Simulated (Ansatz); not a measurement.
Mo₃Os (Cu3Au type, Pm-3m) at seven volumes, r²SCAN (plane waves, PAW; program Ansatz), scaled uniformly. One row is withheld.

```
V (Å³/atom)  P (GPa)
-----------  -------
13.939         33.83
14.398             ?
14.858          9.57
15.317          0.00
15.777         -8.18
16.236        -15.15
16.696        -21.08
```

### Question
Fit the shown pressures and predict the withheld one.

### Answer
Third-order Birch–Murnaghan: P = (3/2)B₀(x^(7/2) − x^(5/2))[1 + (3/4)(B′ − 4)(x − 1)] with x = (V₀/V)^(2/3). Least squares on the six rows gives V₀ = 15.317 Å³/atom, B₀ = 293.8 GPa, B′ = 4.24. At V = 14.398, x = 1.0421 and P = 20.73 GPa. The run itself gave 20.77 GPa.

The cell is a constructed one: a structure type filled with these elements; neither database checked (COD, Materials Project) lists it. COD files the formula under space group No. 223. Whether it is the stable phase at ambient conditions was not checked. The r²SCAN relaxation kept the symmetry of its start; its stability against distortions is not shown here. No spin polarisation was allowed. Scalar-relativistic: spin–orbit coupling is off unless named, which matters more the heavier the elements.

Potentials: the earlier of the program's two PAW sets.
